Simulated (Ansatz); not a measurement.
## Data sheet: CuFe$_{2}$Se$_{2}$ (DFT)

CuFe$_{2}$Se$_{2}$:
```
CuFe2Se2
1.0
    3.60977     0.00000     0.00000
    0.00000     3.60977     0.00000
    0.00000     0.00000     6.52201
Fe Se Cu
2 2 1
Cartesian
  1.80489   1.80489   0.00000
  0.00000   0.00000   0.00000
  1.80489   0.00000   1.68774
  0.00000   1.80489   4.83426
  0.00000   0.00000   3.26100
```
The run is spin-polarised; directions of the spins, atom by atom: ↑ ↑ 0 0 0.

Space group P-4m2 (No. 115); conventional cell a = b = 3.6098 Å, c = 6.5220 Å, α = β = γ = 90.00°.

Method: plane-wave PAW PBE+D3(BJ) (Ansatz code). Structure relaxed to zero pressure with the same functional. Other levels are named where they apply.

Cell and energy:

```json
{
  "volume_per_atom": "17.00 Å³",
  "density": "6.51 g/cm³",
  "Formation energy from the elements (no fitted shifts)": "0.013 eV/atom"
}
```

Electronic structure:

```json
{
  "electronic_character": "metallic (no gap)",
  "Density of states at the Fermi level": "0.52 states/eV per atom (mean over ±0.08 eV)"
}
```

Magnetism:

```json
{
 "magnetic_order": "ferromagnetic",
 "net_moment": "1.14 μB per atom"
}
```

Charges:

```json
{
  "bader_charges": "Fe +0.45 to +0.48, Se -0.67, Cu +0.40 e"
}
```

A made-up cell: these elements were put on the sites of a structure type; neither database checked (COD, Materials Project) lists it. Its standing as an ambient phase is unchecked. Symmetry was held in the PBE+D3(BJ) relaxation; whether a distortion lowers the energy is not shown. Spin order of the final state: ferromagnetic, chosen from 3 collinear starts compared on coarse meshes (ties went to the first, and starts can fall back to one state), not a proven ground state. No Hubbard U is applied. The compound may be a true metal, but semilocal functionals without U, or a wrong spin order, can also close a gap. The references are the lowest solids computed at this level, not always the standard phases. Spin–orbit coupling is left out wherever it is not named.

Potentials: the later of the program's two PAW sets.
